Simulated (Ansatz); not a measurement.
## KMgH3: do energies and stresses tell the same story?

Method: Ansatz, DFT r2SCAN, scalar-relativistic, plane waves, PAW.

Cutoff 500 eV; k points 6×6×6 on the computed 5-atom cell (Γ-centred); Gaussian smearing, width 0.02 eV; no spin polarisation.

Relaxed cell: Pm-3m, a = 3.992 Å, b = 3.992 Å, c = 3.992 Å, α = 90.00°, β = 90.00°, γ = 90.00°, 5 atoms in the primitive cell. Whether it is the stable form of this composition wasn't checked.

Energies at zero smearing and pressures from the stress tensor, at volumes with shape and atoms relaxed:
```json
{"V (Å³/atom)": "11.960", "E − E(first) (meV/atom)": "0.00", "P (GPa)": "2.59"}
{"V (Å³/atom)": "12.342", "E − E(first) (meV/atom)": "-4.47", "P (GPa)": "1.20"}
{"V (Å³/atom)": "12.723", "E − E(first) (meV/atom)": "-5.86", "P (GPa)": "-0.01"}
{"V (Å³/atom)": "13.105", "E − E(first) (meV/atom)": "-4.57", "P (GPa)": "-1.06"}
{"V (Å³/atom)": "13.487", "E − E(first) (meV/atom)": "-0.94", "P (GPa)": "-1.97"}
```

Check P = −dE/dV between neighbouring volumes, and get the bulk modulus from the pressures alone.

With 1 eV/Å³ = 160.2 GPa:
| middle V (Å³/atom) | −ΔE/ΔV (GPa) | mean P (GPa) |
| --- | --- | --- |
| 12.151 | 1.876 | 1.895 |
| 12.532 | 0.583 | 0.597 |
| 12.914 | -0.543 | -0.531 |
| 13.296 | -1.522 | -1.512 |

The two differ by 0.02 GPa at most. The mean of two end pressures misses the average over a step by about ΔV² P″/12, up to 0.02 GPa here; with that taken off 0.00 GPa remains. Around V = 12.723 Å³/atom, the two neighbours give B = −V ΔP/ΔV = 12.723 × 2.26 / 0.763 = 37.6 GPa, against B0 = 37.5 GPa from the Birch–Murnaghan fit of the energies.

Cost: 6 runs of about 2.4 core-minutes in all, on Intel Xeon Processor @ 2.50GHz (Skylake/Cascade Lake) (shared hosts).